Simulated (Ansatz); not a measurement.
Input and command of a plane-wave DFT calculation in Ansatz:

```yaml
crystal:
  lattice:
    - [2.5074, 0.0, 0.0]
    - [-1.2537, 2.1714720974, 0.0]
    - [0.0, 0.0, 4.0699]
  atoms:
    - { symbol: Co, position: [0.3333333333, 0.6666666667, 0.25], spin: 3.0 }
    - { symbol: Co, position: [0.6666666667, 0.3333333333, 0.75], spin: 3.0 }
basis:
  ecutwfc: 420
kpoints:
  mp_grid: { grid: [12, 12, 4] }
hamiltonian:
  xc: pbesol
scf:
  occupations: { method: gaussian, width: 0.1 }
  lower_state_search: "off"
output:
  forces: true
  stress: true
  eigenvalues: true
  populations: true
magnetization:
  spin_polarized: true
```

```bash
ansatz run input.yaml --threads 1 --pin off --max-ram 2560MiB --backend cpu --events-out ev --progress --plain --runs-dir out
```

Processor: Arm Neoverse V2, 1 thread, on a host shared with other jobs.

How long does it run, and how much memory does it take?

About 5.3 s on 1 thread of Arm Neoverse V2 (shared host), peak memory 0.3 GiB. It solves 24 bands at 57 k points (the mesh reduced by the symmetry that the task leaves, which can be less than the crystal's) with about 415 plane waves, in 10 SCF iterations.
